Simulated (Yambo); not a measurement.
KNH$_{2}$ (space group P2_1/m, No. 11), G0W0@LDA in Yambo with this input:

```
rim_cut
gw0
dyson
el_el_corr
HF_and_locXC
ppa
em1d
RandQpts= 1000000
RandGvec= 1 Ry
EXXRLvcs= 84 Ry
VXCRLvcs= 336 Ry
Chimod= "HARTREE"
% BndsRnXp
 1 | 148 |
%
NGsBlkXp= 7 Ry
% LongDrXp
 1.0 | 1.0 | 1.0 |
%
PPAPntXp= 27.2114 eV
% GbndRnge
 1 | 148 |
%
GTermKind= "BG"
DysSolver= "n"
ExtendOut
```

On a 4×4×2 mesh, with wavefunctions cut at 84 Ry, the gap (Γ → Γ) is 4.222 eV and the valence edge shifts by -1.186 eV.

**Question.** What happens with this change: 4 Ry block?

**Answer.** The gap falls by 0.172 eV, to 4.050 eV; the shift of the valence edge becomes -1.076 eV. Neither run is shown to be the converged limit.

Geometry of the Materials Project entry, not relaxed at this level; primitive cell a = 4.548 Å, b = 3.739 Å, c = 6.186 Å, α = γ = 90.00°, β = 95.31°.

A shift is the quasiparticle energy of the state minus its LDA energy.
